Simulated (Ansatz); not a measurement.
Input:

NbC2:
```cif
data_C4Nb2
_chemical_formula_sum 'Nb2 C4'
_space_group_name_H-M_alt 'I4/mmm'
_space_group_IT_number 139
_space_group_name_Hall '-I 4 2'
_cell_length_a 3.20361
_cell_length_b 3.20361
_cell_length_c 5.87448
_cell_angle_alpha 90.000
_cell_angle_beta 90.000
_cell_angle_gamma 90.000
loop_
_atom_site_label
_atom_site_type_symbol
_atom_site_symmetry_multiplicity
_atom_site_Wyckoff_symbol
_atom_site_fract_x
_atom_site_fract_y
_atom_site_fract_z
_atom_site_occupancy
Nb1 Nb 2 a 0.00000 0.00000 0.00000 1
C1 C 4 e 0.00000 0.00000 0.38492 1
```
(The calculation used a cell of 3 atoms; values per cell refer to that cell.)

This is the r²SCAN-relaxed structure.

**Question.** All from r²SCAN in the plane-wave PAW code Ansatz, unless another level is named. Estimate the electronic character.

**Answer.** metallic (no gap).

**Question.** Give the formation energy from the elements (no fitted shifts).

**Answer.** 0.42 eV/atom.

**Question.** Next, the density of states at the Fermi level?

**Answer.** 0.41 states/eV per atom (mean over ±0.08 eV).

The start of the workflow was typed in or built on a structure type; neither database checked (COD, Materials Project) lists it. Its standing as an ambient phase is unchecked. The cell was relaxed with r²SCAN under the symmetry of its start; its stability against distortions is not shown here. The run is not spin-polarised. The volume moved by -28 % from the start of the relaxation. Its formation energy is positive at this level, so the cell may be metastable or incomplete. The references are the lowest solids computed at this level, not always the standard phases. Scalar-relativistic: spin–orbit coupling is off unless named, which matters more the heavier the elements.

Potentials: the earlier of the program's two PAW sets.
